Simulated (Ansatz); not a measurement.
MgPd (Pm-3m): the size of the finite step

```yaml
crystal:
  lattice:
    - [3.15437, 0.00000, 0.00000]
    - [0.00000, 3.15437, 0.00000]
    - [0.00000, 0.00000, 3.15437]
  atoms:
    - { symbol: Mg, position: [0.00000, 0.00000, 0.00000] }
    - { symbol: Pd, position: [0.50000, 0.50000, 0.50000] }
```

The conventional cell has a = 3.154 Å, b = 3.154 Å, c = 3.154 Å, α = 90.00°, β = 90.00°, γ = 90.00°. Mg (atom 1) is surrounded by 8 Pd at 2.73 Å. Pd (atom 2) has 8 Mg at 2.73 Å as nearest neighbours.

Unless marked otherwise, the numbers come from r²SCAN, PAW on Ansatz 0.2.0's default frozen-core files (fitted under PBE), scalar-relativistic. k mesh 14×14×14, strains of ±0.008, Fermi-Dirac smearing of 0.100 eV, cutoff 500 eV. The cell was relaxed by PAW under this functional.

Q: Elastic constants come from stresses at strains of ±0.008 (two-point stencil): C11 = 109.9, C12 = 100.0, C44 = 63.9 GPa. What does an amplitude of 0.02 give?

A: C11 = 109.8, C12 = 100.5, C44 = 63.6 GPa. Nothing moves by 1 %.

Keep in mind: frozen-core PAW files fitted under PBE, their cores solved anew for the functional of the run; responses of metals move with mesh and smearing; the softest shear constant rests on one k mesh, and a soft shear can herald a distortion on cooling.
